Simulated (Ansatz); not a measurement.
Ti₂AlN:
```cif
data_Al2N2Ti4
_chemical_formula_sum 'Ti4 Al2 N2'
_space_group_name_H-M_alt 'P63/mmc'
_space_group_IT_number 194
_space_group_name_Hall '-P 6c 2c'
_cell_length_a 2.96579
_cell_length_b 2.96579
_cell_length_c 13.52307
_cell_angle_alpha 90.000
_cell_angle_beta 90.000
_cell_angle_gamma 120.000
loop_
_atom_site_label
_atom_site_type_symbol
_atom_site_symmetry_multiplicity
_atom_site_Wyckoff_symbol
_atom_site_fract_x
_atom_site_fract_y
_atom_site_fract_z
_atom_site_occupancy
Ti1 Ti 4 f 0.33333 0.66667 0.08492 1
Al1 Al 2 d 0.66667 0.33333 0.25000 1
N1 N 2 a 0.00000 0.00000 0.00000 1
```

Relaxed with PBEsol.

Problem. Which orbitals make up the states near the Fermi level in DFT-PBEsol in the program Ansatz with PAW potentials?

Solution. Within 0.5 eV of the Fermi level: Ti 3d 84 %, Al 3p 8 %. Projections are on Löwdin-orthogonalised atomic valence shells; empty p or d shells of many metals are not among them.

Problem. Tabulate the density of states.

Solution. States/eV per cell of 8 atoms, in 0.25 eV bins, energy from the Fermi level.

```tsv
E (eV)	total	Ti 3d	N 2p	Al 3p
-7.85	0.77	0.03	0.03	0.16
-7.60	0.80	0.05	0.03	0.21
-7.35	0.84	0.06	0.05	0.24
-7.10	0.94	0.10	0.08	0.28
-6.85	1.60	0.26	0.39	0.33
-6.60	5.00	1.07	2.35	0.38
-6.35	4.11	0.89	2.17	0.21
-6.10	3.08	0.71	1.68	0.13
-5.85	3.08	0.69	1.48	0.28
-5.60	3.63	0.81	1.83	0.35
-5.35	6.51	1.62	3.51	0.51
-5.10	9.60	2.59	5.92	0.36
-4.85	6.42	1.82	3.92	0.25
-4.60	8.94	2.64	5.41	0.39
-4.35	2.67	0.71	1.19	0.37
-4.10	1.07	0.20	0.13	0.35
-3.85	1.17	0.24	0.08	0.35
-3.60	1.04	0.24	0.05	0.29
-3.35	0.64	0.17	0.02	0.19
-3.10	0.60	0.15	0.02	0.21
-2.85	1.06	0.22	0.04	0.48
-2.60	1.48	0.29	0.09	0.75
-2.35	2.57	0.64	0.16	1.26
-2.10	4.65	1.84	0.24	1.85
-1.85	6.23	3.77	0.16	1.56
-1.60	4.59	2.96	0.07	1.08
-1.35	7.43	4.82	0.12	1.82
-1.10	7.35	4.74	0.16	1.86
-0.85	3.45	2.64	0.07	0.47
-0.60	2.54	2.01	0.04	0.28
-0.35	3.72	3.08	0.04	0.29
-0.10	3.49	2.93	0.07	0.28
0.15	3.65	3.09	0.10	0.28
0.40	2.99	2.54	0.11	0.21
0.65	4.46	3.98	0.13	0.19
0.90	3.88	3.39	0.15	0.16
1.15	6.60	5.35	0.36	0.38
1.40	9.03	7.67	0.39	0.42
1.65	6.15	5.30	0.27	0.23
1.90	5.65	4.73	0.36	0.22
2.15	10.65	9.22	0.61	0.38
2.40	9.07	7.97	0.42	0.39
2.65	9.16	7.88	0.59	0.44
2.90	4.59	3.55	0.28	0.57
3.15	6.94	5.19	0.40	0.89
3.40	6.54	4.53	0.50	0.92
3.65	7.87	5.20	0.79	0.65
3.90	6.61	4.23	0.61	0.49
```

Space group P6_3/mmc. The workflow started from a Materials Project entry (that database holds measured and hypothetical structures alike); the Crystallography Open Database copy checked does not list it. Its standing as an ambient phase is unchecked. The cell was relaxed with PBEsol under the symmetry of its start; of distortions, only those at the zone centre were tested. No spin polarisation was allowed.

Potentials: the later of the program's two PAW sets.
